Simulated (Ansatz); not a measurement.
PbS:
```
CELL_PARAMETERS angstrom
      0.00000     3.00443     3.00443
      3.00443     0.00000     3.00443
      3.00443     3.00443     0.00000
ATOMIC_POSITIONS crystal
  Pb 0.50000 0.50000 0.50000
  S  0.00000 0.00000 0.00000
```

Relaxed with PBE. Special points in fractions of this cell's reciprocal vectors: Γ (0.000, 0.000, 0.000); X (0.500, 0.000, 0.500); U (0.625, 0.250, 0.625); K (0.375, 0.375, 0.750); L (0.500, 0.500, 0.500); W (0.500, 0.250, 0.750).

### Question
List the band energies nearest the Fermi level at these points for the program Ansatz at the PBE with spin–orbit coupling level (PAW).

### Answer
In eV from the Fermi level; about four levels below and three above (degenerate sets whole), none deeper than 8.9 eV; points with the same levels are listed once.

```csv
k,below,above
Γ,-1.95 -1.95 -1.95 -1.95,3.36 3.36 5.83 5.83 5.83 5.83
X,-3.41 -3.41 -3.09 -3.09,4.05 4.05 4.32 4.32
U,-2.82 -2.82 -2.34 -2.34,2.90 2.90 4.08 4.08
L,-0.05 -0.05 0.00 0.00,1.67 1.67 2.58 2.58
W,-4.04 -4.04 -0.99 -0.99,1.92 1.92 4.47 4.47
```

Space group Fm-3m (rock salt). Symmetry was held in the PBE relaxation.

Potentials: the later of the program's two PAW sets.
